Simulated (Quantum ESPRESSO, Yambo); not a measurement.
For CaI2 (CdI2 type, space group P-3m1, No. 164), Yambo gives the independent-particle static dielectric constant along x as 4.54 on PBEsol bands and 3.77 after a scissor of 1.86 eV widens every gap (6×6×2 mesh, 85 bands, 4 Ry local-field block, 0.2 eV broadening). Axes are Cartesian, with cell vectors (Å) (4.43, 0.00, 0.00), (-2.22, 3.84, 0.00), (0.00, 0.00, 6.92).

Task: A scissor keeps the position matrix elements. In a one-oscillator model, how does ε − 1 scale, and what mean transition energy do the two values imply?

Result: Each transition adds |r|²/E to ε − 1, so ε − 1 ∝ 1/(E0 + Δ). Then (3.77 − 1)/(4.54 − 1) = E0/(E0 + Δ) = 0.782, and E0 = Δ(ε' − 1)/(ε − ε') = 6.7 eV. The computed Im ε, weighted by 1/E up to 20 eV, has its mean at 6.9 eV; the smallest direct PBEsol gap is 4.07 eV. The scissor comes from a G0W0 run whose convergence isn't established. Convergence of the RPA response with its 6×6×2 mesh was not tested.

Bands from Quantum ESPRESSO.

Spin-orbit coupling is not included.

Geometry relaxed with PBE+D3(BJ); primitive cell a = 4.4322 Å, b = 4.4322 Å, c = 6.9195 Å, α = 90.00°, β = 90.00°, γ = 120.00°.
